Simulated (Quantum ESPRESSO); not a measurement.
# Moving one atom in GaAlZnSiN4

These are calculations, not measurements. They come from pw.x of Quantum ESPRESSO 7.5, a plane-wave density functional program, with PseudoDojo standard norm-conserving files (v0.5 for PBE, v0.4.1 for LDA and PBEsol). The cells are made up: elements, strain and atom displacements were drawn at random, and nothing was relaxed. There is no spin polarisation, spin-orbit coupling or dispersion term.

The cell has 8 sites of a wurtzite lattice (rectangular cell). Sites 1 to 4 hold Ga Al Zn Si; sites 5 to 8 hold N N N N. Cell vectors in Å: (3.231, -0.010, -0.029); (-0.017, 5.598, 0.027); (-0.047, 0.025, 5.188). Settings: PBE, cutoff 1143 eV, 5 x 4 x 4 k mesh shifted by half a step, Fermi-Dirac smearing of 0.025 eV.

Each run shifts the Zn atom on site 3 along y and leaves all else fixed. Site 6 is one of its nearest neighbours. E is the free energy of the cell above the lowest run shown. The last column is band 31 less band 30 at Gamma, from a band step after each run.

| run | shift (Å) | Fy on site 3 (eV/Å) | Fy on site 6 (eV/Å) | P (GPa) | E (meV) | level step at Gamma (eV) |
| --- | --- | --- | --- | --- | --- | --- |
| 1 | -0.1056 | 0.833 | 2.006 | -10.46 | 41.0 | 0.791 |
| 2 | -0.0565 | 0.425 | 2.074 | -10.76 | 9.9 | 0.735 |
| 3 | -0.0321 | 0.205 | 2.123 | -10.88 | 2.2 | 0.708 |
| 4 | -0.0097 | -0.009 | 2.180 | -10.97 | 0.0 | 0.683 |
| 6 | 0.0173 | -0.283 | 2.263 | -11.06 | 3.9 | 0.654 |
| 7 | 0.1029 | -1.288 | 2.664 | -11.14 | 69.5 | 0.561 |
| 5 | 0.0074 | ? | ? | ? | ? | ? |

A rerun of one of these cells at 1437 eV and k mesh 7 x 6 x 6 moved values by no more than 0.006 eV in the cell's energy, 0.07 GPa in stress and 0.007 eV/Å in force.

## Worked fit

A parabola through the six runs shown gives Fy on site 3 = -0.107 - 10.19 u - 12.4 u² eV/Å, with u in Å and a scatter of 0.004 eV/Å. Minus the slope, 10.19 ± 0.14 eV/Å², is this atom's force constant along y at u = 0, with its periodic images moving too. The fitted force vanishes at u = -0.011 Å, where the energy should be lowest along this line. The error is the larger of the fit's own and the change that a cubic makes, rounded up.

## Withheld run

Question: what Fy on site 3 should run 5 give?

The fit gives -0.183 eV/Å. The calculation gave -0.180 eV/Å.

| run | shift (Å) | Fy on site 3 (eV/Å) | Fy on site 6 (eV/Å) | P (GPa) | E (meV) | level step at Gamma (eV) |
| --- | --- | --- | --- | --- | --- | --- |
| 5 | 0.0074 | -0.180 | 2.230 | -11.03 | 1.6 | 0.664 |